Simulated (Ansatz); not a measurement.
Values for one crystal, relaxed and computed with plane-wave PAW r²SCAN (Ansatz code); other levels are named.

- Volume per atom: 19.57 Å³
- Electronic character: metallic (no gap)
- Z2 indices of the occupied bands with spin–orbit coupling: 0;(001)
- Highest zone-centre frequency: 141 cm⁻¹
- Pressure derivative B′: 4.5
- Young's modulus: 80.4 GPa
- Hill bulk and shear moduli: 70.5 and 30.7 GPa

### Question
Pick the material that matches.
(A) HfC, rock salt
(B) GaAs, P4/mmm (Ga on 1b, As on 1a)
(C) CsAs2Ir2, I4/mmm (Cs on 2a, As on 4e, Ir on 4d)
(D) VAs2, C2/m (V on 4i, As on 4i, As on 4i)

### Answer
B, GaAs, P4/mmm (Ga on 1b, As on 1a)

The workflow started from a Materials Project entry (that database holds measured and hypothetical structures alike); the Crystallography Open Database copy checked does not list it. It is not the phase usual at ambient conditions (space group No. 216). The r²SCAN relaxation kept the symmetry of its start; of distortions, only those at the zone centre were tested. As this level gives no gap, shear constants depend on the k-mesh and smearing (Fermi–Dirac, 0.1 eV here). As this level gives no gap, phonon frequencies hold no LO–TO term and depend on the k-mesh and smearing (Fermi–Dirac, 0.1 eV here). On the denser mesh and wider smearing of the elastic run this cell carries a stress of 1.8 GPa. Spin–orbit coupling is left out wherever it is not named.

Potentials: the later of the program's two PAW sets.
